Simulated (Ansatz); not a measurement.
WS2 in space group P6_3/mmc (No. 194; W on 2c, S on 4f), plane-wave PAW LDA (Ansatz code). The conduction-band minimum lies on the K–Γ line, 47 % of the way from K, with 6 equivalent valleys. Second derivatives d²E/dk² of the lowest band at one valley (eV·Å²), along Cartesian directions:

```json
[
 {"direction": "[100]", "d²E/dk²": "15.07"},
 {"direction": "[010]", "d²E/dk²": "15.63"},
 {"direction": "[001]", "d²E/dk²": "18.03"},
 {"direction": "[110]", "d²E/dk²": "14.82"},
 {"direction": "[101]", "d²E/dk²": "16.56"},
 {"direction": "[011]", "d²E/dk²": "16.84"}
]
```

**Question.** Find the principal effective masses, the density-of-states mass and the conductivity mass.

**Answer.** Off-diagonal terms follow from H_xy = H[110] − (H_xx + H_yy)/2, and m*/mₑ = 7.620 eV·Å² over each eigenvalue: 0.42, 0.48, 0.52. One valley's DOS mass (m₁m₂m₃)^(1/3) = 0.47, conductivity mass 3/(Σ 1/mᵢ) = 0.47 mₑ.

**Question.** What effective density of states Nc follows at 300 K for parabolic valleys?

**Answer.** Nc = 2.509e19 × 6 × (0.47)^(3/2) ≈ 4.9e19 cm⁻³.

**Question.** With the computed static dielectric constant 11.7 (mean of the diagonal), estimate a hydrogenic donor's binding energy and radius.

**Answer.** E = 13.606 eV × 0.47/11.7² ≈ 47 meV; a = 0.529 Å × ε/m* ≈ 13 Å. Semilocal masses tend to be too small where the gap is.

The cell was relaxed with LDA under the symmetry of its start; phonons on a q-mesh show no instability. The run is not spin-polarised. A crystal of weakly bound layers computed without a dispersion correction: the cell and the soft elastic constants depend strongly on that. Scalar-relativistic: spin–orbit coupling is off unless named, which matters more the heavier the elements.

Potentials: the earlier of the program's two PAW sets.
